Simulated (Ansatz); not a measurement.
Structure: Sr3MgO4 as one 8-atom ordering (I4/mmm) on the rocksalt lattice, at its r2SCAN minimum. The symmetry is I4/mmm (No. 139, tetragonal); a = 5.010 Å, c = 9.827 Å in the conventional setting, 15.42 Å³ an atom. Mg has 6 O at 2.12–2.50 Å; O has 1 Mg at 2.12 Å and 5 Sr at 2.53–2.79 Å; Sr has 6 O at 2.46–2.53 Å; O has 4 Sr at 2.46–2.50 Å and 2 Mg at 2.50 Å; Sr has 6 O at 2.50–2.79 Å.

```
CELL_PARAMETERS angstrom
-2.50496 2.50496 4.91374
2.50496 -2.50496 4.91374
2.50496 2.50496 -4.91374
ATOMIC_POSITIONS crystal
Mg 0.00000 0.00000 0.00000
O 0.78417 0.78417 0.00000
Sr 0.25000 0.75000 0.50000
O 0.00000 0.50000 0.50000
Sr 0.50000 0.50000 0.00000
O 0.21583 0.21583 0.00000
Sr 0.75000 0.25000 0.50000
O 0.50000 0.00000 0.50000
```

3 runs of the PAW code Ansatz on this cell differ in the functional (and in the settings that go with it). Levels are in eV from each run's valence top; v1 is the last filled band, c1 the first empty one.

Run A, mean stress -0.5 GPa (compression positive):
```tsv
point	v2	v1	c1	c2
Γ	-0.11	-0.01	4.74	5.18
X	-0.47	-0.25	7.89	7.90
P	-0.62	-0.48	7.97	8.07
```

Run B, mean stress +2.2 GPa (compression positive):
```tsv
point	v2	v1	c1	c2
Γ	-0.16	-0.03	3.18	3.61
X	-0.61	-0.26	6.16	6.19
P	-0.72	-0.61	6.22	6.35
```

Run C, mean stress 0.0 GPa (compression positive):
```tsv
point	v2	v1	c1	c2
Γ	-0.17	-0.03	3.88	4.12
X	-0.61	-0.25	6.76	6.79
P	-0.72	-0.62	6.82	6.91
```

Problem. Match the runs to PBE, r2SCAN, HSE06.

Solution. A is HSE06, B is PBE, C is r2SCAN. In order of the gap: PBE 3.18, r2SCAN 3.88, HSE06 4.74 eV. The stress vanishes for r2SCAN, which relaxed the cell.

(Calculated; spin-unpolarised; the phase may be known or hypothetical.)

The runs are scalar-relativistic, without spin-orbit coupling.

The program warns that its thresholds are loose for a hybrid's stress.

The meshes of the hybrids are coarse, so their gaps aren't converged to the digits shown.
